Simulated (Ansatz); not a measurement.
The start is a generated trial cell of Cr in the simple-cubic structure type. The structure is fully relaxed (lattice and positions, P = 0) with PBE (plane waves to 420 eV, PAW, scalar-relativistic; Ansatz, a first-principles code). The first steps use a coarse 14×14×14 k-mesh.

The start:
```yaml
crystal:
  lattice:
    - [2.37386, 0.00000, 0.00000]
    - [0.00000, 2.37386, 0.00000]
    - [0.00000, 0.00000, 2.37386]
  atoms:
    - { symbol: Cr, position: [0.00000, 0.00000, 0.00000] }
```
Spin-polarised start, with parallel moments on Cr.

```json
{
  "initial_pressure": "-7.8 GPa (negative: the cell is under tension)",
  "energy_released": "0.02 eV/atom",
  "volume_change": "-4.2 %, from 13.38 to 12.82 Å³/atom",
  "Shortest distances (start → end)": "The closest pairs of elements (up to four, under 3.6 Å), start → end: Cr–Cr 2.37 → 2.34 Å",
  "band_gap_at_the_end": "zero (metallic)",
  "moments_at_the_end": "zero (the starting moments vanished)",
  "optimiser_moves": "6"
}
```

Relaxed structure:

Space group Pm-3m (No. 221); a = b = c = 2.340 Å, α = β = γ = 90.00°

| atom | site | symmetry | x | y | z |
|---|---|---|---|---|---|
| Cr | 1a | m-3m | 0.0000 | 0.0000 | 0.0000 |

Final values are on a 20×20×20 k-mesh of the relaxed cell. No spin polarisation in the result: the starting moments vanished. A magnetic state may lie lower.

The run could not lower the symmetry of its start; a shaken copy of this end point relaxes with PBE to Im-3m (No. 229), 1.03 eV/atom lower.

The relaxed structure here is a generated cell of Cr: the first start was made by placing the elements on the sites of a structure type, and the end was not matched to a known phase here, so it may be hypothetical. Known forms of Cr include space group No. 229.
